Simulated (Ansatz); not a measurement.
The start is a generated cell, NbRu placed in the AFLOW prototype AB_oP2_25_b_a (as in CdTe). The cell and all atomic positions are relaxed at zero pressure with PBEsol (plane waves to 420 eV, PAW, scalar-relativistic; Ansatz, a program for electronic structure). The first steps use a coarse 13×7×12 k-mesh.

Starting cell:
```
NbRu
1.0
    2.51674     0.00000     0.00000
    0.00000     4.70892     0.00000
    0.00000     0.00000     2.71045
Ru Nb
1 1
Cartesian
  0.00000   2.35446   0.67761
  0.00000   0.00000   0.00000
```

Task: What pressure does the first self-consistent step give?

Result: +11.3 GPa (positive: the cell is compressed).

Task: Which atoms feel the largest initial force, and how large is it?

Result: 0.68 eV/Å, on Ru1, Nb2 (atoms numbered as listed).

Task: Does the structure survive the relaxation? Give the final space group.

Result: The space group goes from Pmm2 (No. 25) to Pmmm (No. 47), with 2 atoms in the primitive cell.

Task: How much energy is released per atom?

Result: 0.29 eV/atom.

Task: How do the shortest distances between atoms change?

Result: The closest pairs of elements (up to four, under 3.6 Å), start → end: Nb–Ru 2.45 → 2.54 Å; Ru–Ru 2.52 → 2.73 Å; Nb–Nb 2.52 → 2.73 Å.

Task: Give the final cell and atomic positions.

Result: 
```cif
data_NbRu
_chemical_formula_sum 'Ru1 Nb1'
_space_group_name_H-M_alt 'Pmmm'
_space_group_IT_number 47
_space_group_name_Hall '-P 2 2'
_cell_length_a 2.72644
_cell_length_b 3.00576
_cell_length_c 4.09489
_cell_angle_alpha 90.000
_cell_angle_beta 90.000
_cell_angle_gamma 90.000
loop_
_space_group_symop_operation_xyz
  'x, y, z'
  '-x, -y, -z'
  '-x, -y, z'
  'x, y, -z'
  'x, -y, -z'
  '-x, y, z'
  '-x, y, -z'
  'x, -y, z'
loop_
_atom_site_label
_atom_site_type_symbol
_atom_site_symmetry_multiplicity
_atom_site_Wyckoff_symbol
_atom_site_fract_x
_atom_site_fract_y
_atom_site_fract_z
_atom_site_occupancy
Ru1 Ru 1 g 0.00000 0.50000 0.50000 1
Nb1 Nb 1 a 0.00000 0.00000 0.00000 1
```

Final values are on a 17×15×11 k-mesh of the relaxed cell. No spin polarisation in the result.

The run could not lose the symmetry of its start, so the end can be a saddle point.

The relaxed structure here is a generated cell of NbRu: the first start was made by placing the elements on the sites of a structure type, and the end was not matched to a known phase here, so it may be hypothetical.
